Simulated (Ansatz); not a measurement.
HgI$_{3}$: energy from the work of forces and stress

```xyz
4
Lattice="-2.2575 2.2575 8.4653 2.2575 -2.2575 8.4653 2.2575 2.2575 -8.4653" Properties=species:S:1:pos:R:3 pbc="T T T"
Hg    0.0000    0.0000    0.0000
I     0.0000    2.2575    4.2326
I     2.2575    0.0000    4.2326
I     0.0000    0.0000    8.4653
```

Method: Ansatz, DFT PBEsol, scalar-relativistic, plane waves, PAW.

Plane waves to 420 eV, a k mesh through Γ of 14×14×14 on the computed 4-atom cell and Gaussian smearing (0.10 eV); no spin polarisation.

At the start the stress (GPa, compression positive, xx yy zz yz xz xy) is -2.13 -2.13 -0.53 0.00 0.00 0.00 and all forces are under 0.005 eV/Å. Each variant moves atoms by u and then strains the cell by ε, so an atom ends at (r + u)(1 + ε); shears are tensor components, each standing twice in ε. The starting volume is 172.57 Å³.

Variant 1: strain (xx yy zz yz xz xy, %) 3.13 3.13 0.13 0.00 0.00 0.00. There the stress is -4.07 -4.07 -0.49 0.00 0.00 0.00 GPa.

Variant 2: strain (xx yy zz yz xz xy, %) 1.79 1.79 7.79 0.00 0.00 0.00. There the stress is -3.12 -3.12 -0.37 0.00 0.00 0.00 GPa.

Variant 3: strain (xx yy zz yz xz xy, %) 4.45 4.45 5.95 0.00 0.00 0.00. There the stress is -4.33 -4.33 -0.38 0.00 0.00 0.00 GPa.

Problem. Estimate each change of free energy from forces and stresses by the trapezoid rule along the path (r + tu)(1 + tε), t from 0 to 1, and compare with the computed change.

Solution. The derivative of the energy along the path is −F·u(1 + tε) for the atoms and −V σ(1 + tε)⁻¹ : ε for the cell, with F, σ and V taken at t (σ positive in compression; 1 eV/Å³ = 160.2 GPa). Averaging t = 0 and t = 1 gives, in meV per atom:
| variant | work on atoms | work on cell | sum | computed |
| --- | --- | --- | --- | --- |
| 1 | 0.0 | 53.6 | 53.6 | 55.0 |
| 2 | 0.0 | 36.4 | 36.4 | 36.8 |
| 3 | 0.0 | 90.6 | 90.6 | 94.4 |

The rule is exact for a quadratic energy surface and overshoots a term ct³ by c/2, so the difference between the last two columns measures the net anharmonic part along the path (terms of opposite sign can cancel, and the finite basis adds a little): 1 to 4 % here.

Spin–orbit coupling is left out, which can shift energies with elements as heavy as these. Each cell of HgI3 holds layers, and where no dispersion correction was added their binding is poorly described. Spin polarisation was left out, and a magnetic state may lie lower.